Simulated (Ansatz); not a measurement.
TiRe, DFT, PBEsol, all-electron LAPW, scalar-relativistic (Ansatz 0.2.0), run on 1 thread of Intel(R) Xeon(R) Platinum 8488C (Sapphire Rapids) on a shared host.

The cell comes from COD entry 1523516, which wasn't checked; take it as a given geometry. The listed cell was then made from it by scaling, straining or moving an atom.

Command: `ansatz run input.yaml --threads 1 --pin off --max-ram 3072MiB --backend cpu --events-out ev --progress --plain --runs-dir out`

```yaml
crystal:
  lattice:
    - [3.118, 0.03118, 0.03118]
    - [0.03118, 3.118, 0.03118]
    - [0.03118, 0.03118, 3.118]
  atoms:
    - { symbol: Ti, position: [0.5, 0.5, 0.5] }
    - { symbol: Re, position: [0.0, 0.0, 0.0] }
kpoints:
  mp_grid: { grid: [13, 13, 13] }
  band_path:
    path:
      - [0.0, 0.0, 0.0]
      - [0.5, 0.5, 0.5]
      - [0.5193194925, 0.4806805075, 0.5]
      - [0.5, -0.4806805075, 0.4806805075]
      - [0.5, 0.0, 0.0]
      - [0.0, 0.0, 0.0]
      - [0.4903402537, -0.4903402537, 0.0]
      - [0.5096597463, 0.0, 0.4903402537]
      - [0.5, 0.0, 0.5]
    npoints: 5
scf:
  occupations: { method: fermi_dirac, width: 0.05 }
hamiltonian:
  xc: pbesol
  pseudopotentials: { kind: all_electron, lapw: { basis_error: 0.001 } }
output:
  forces: true
  stress: true
  eigenvalues: true
```

Task: How large is the problem that the program sets up?

Result: 231 irreducible k-points, 305 plane waves at Γ, 31 bands.

Task: Estimate the wall time and the peak memory.

Result: 54 s of wall time for 10 SCF iterations, with a peak of 0.84 GiB. Times on shared machines scatter by tens of per cent.
